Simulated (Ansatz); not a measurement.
Space group Pm-3m (No. 221). a = 3.875 Å, b = 3.875 Å, c = 3.875 Å, α = 90.00°, β = 90.00°, γ = 90.00°
```tsv
atom	site	symmetry	x	y	z
Na	1a	m-3m	0.0000	0.0000	0.0000
W	1b	m-3m	0.5000	0.5000	0.5000
O	3c	4/mm.m	0.5000	0.5000	0.0000
```

Equation of state of this NaWO$_{3}$ structure (not necessarily the ground state), with shape and atoms relaxed at each volume where symmetry leaves them free. It has no gap at any of these volumes. Level of theory: Ansatz, DFT PBEsol, scalar-relativistic, plane waves, PAW.

Settings: cutoff 420 eV, Γ-centred mesh 10×10×10 on the computed 5-atom cell, Gaussian smearing of 0.10 eV; no spin polarisation.

```csv
V (Å³/atom),E − E(largest V) (meV/atom),P (GPa)
10.942,6.37,15.94
11.291,-18.71,7.32
11.640,-26.43,0.00
11.990,-19.49,-6.21
12.339,0.00,-11.47
```

Q: Fit a third-order Birch–Murnaghan equation to E(V).

A: V0 = 11.64 Å³/atom, B0 = 225 GPa, B0' = 4.4.

Spin-orbit coupling is left out, which matters for the bands of heavy elements. Spin polarisation was left out, and a magnetic state may lie lower.

Symmetry holds off the tilts and polar distortions that many cubic perovskites undergo.

Cost: 5 runs of about 0.83 core-minutes in all, on Arm Neoverse V2 (shared hosts).